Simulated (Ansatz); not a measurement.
## Band structure of SnPt3

```
CELL_PARAMETERS angstrom
4.02928 0.00000 0.00000
0.00000 4.02928 0.00000
0.00000 0.00000 4.02928
ATOMIC_POSITIONS crystal
Sn 0.00000 0.00000 0.00000
Pt 0.50000 0.50000 0.00000
Pt 0.50000 0.00000 0.50000
Pt 0.00000 0.50000 0.50000
```

Atoms are numbered in the order listed.

The cell is the one relaxed in the Materials Project (mp-20971), not relaxed further here; entries there can be hypothetical.

No spin–orbit coupling, which matters for the heavy atoms here.

The calculation used Ansatz 0.2.0, DFT, LDA, all-electron LAPW, scalar-relativistic.

Numerical set-up: a Γ-centred 10×10×10 k mesh, Fermi–Dirac smearing of 0.08 eV, basis error target 1 meV/atom, no spin polarisation.

Points in fractions of the reciprocal vectors of this cell: Γ (0, 0, 0), X (0, 0.5, 0), M (0.5, 0.5, 0), R (0.5, 0.5, 0.5). The path joins them by straight lines in the order Γ–X–M–Γ–R–X–R–M; legs that retrace an earlier one aren't tabulated. Energies are in eV from the Fermi level.

Problem. List the levels at Γ between -5 and 5 eV.

Solution. -2.57 (×3), -1.24 (×3), -1.23 (×2), -0.41, 0.10 (×3), 2.62.

Problem. List the levels at R between -5 and 5 eV.

Solution. -3.89 (×3), -3.43 (×3), -2.57 (×3), -2.05 (×2), -0.72, -0.34 (×3), 0.73, 3.47 (×3).

Problem. List the levels at M between -5 and 5 eV.

Solution. -4.62, -4.56, -4.55 (×2), -3.46 (×2), -2.76, -2.69 (×2), -2.57, -2.04, -1.89, -1.55, 0.85 (×2), 4.98.

Problem. What is the band gap?

Solution. none: bands cross the Fermi level, a metal.
